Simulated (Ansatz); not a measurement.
Here is an unrelaxed guess for SiPbI₂.

```xyz
4
Lattice="2.1417 1.2365 7.9268 -2.1417 1.2365 7.9268 0.0000 -2.4730 7.9268" Properties=species:S:1:pos:R:3 pbc="T T T"
Si    0.0000    0.0000    0.0000
Pb    0.0000    0.0000   11.8902
I     0.0000    0.0000   18.2406
I     0.0000    0.0000    5.5399
```

These are results of Ansatz 0.2.0, DFT PBE, scalar-relativistic, plane waves, PAW, not measurements. Plane waves to 420 eV, a k mesh through Γ of 6×6×6 on the computed 4-atom cell and Gaussian smearing (0.10 eV); no spin polarisation.

The zero of energy is the elements' standard structures at the same level; no fitted shifts are applied.

Question: What does a single point on this coarse mesh give?

Answer: The pressure is 10.7 GPa (the mean over three directions, positive in compression), the largest force is 2.73 eV/Å, and the energy is +0.79 eV/atom against the elements. The shortest distance is 2.93 Å.

Question: Is it a good guess?

Answer: A rough one: relaxing gains about 0.58 eV/atom (the start's value is from the coarse mesh, so the gain is rough) in 15 ionic steps and ends at +0.21 eV/atom on the finer mesh. The symmetry stays R-3m (No. 166). The volume per atom grows by 3.0 %, from 31.5 to 32.4 Å³. The shortest distance goes from 2.93 Å (Pb–I) to 2.98 Å (Si–I). The ratio c/a of the conventional cell changes by a factor of 1.32. Conventional cell: a = 3.947 Å, c = 28.842 Å. Around Si lie 6 I at 2.98 Å; around Pb lie 6 I at 3.67 Å and 6 Pb at 3.95 Å; I has 3 Si at 2.98 Å and 3 Pb at 3.67 Å.

The last run used a 12×12×12 mesh for its 4-atom cell and Gaussian smearing of 0.10 eV. Spin–orbit coupling, which can matter for I and Pb, is left out. The reference form of I is held partly by dispersion forces, which this level lacks. The relaxation can't lower the symmetry of the start, and the grade says only how near the guess is to its own end. Symmetry constrained the relaxation, so the result can be a saddle point.
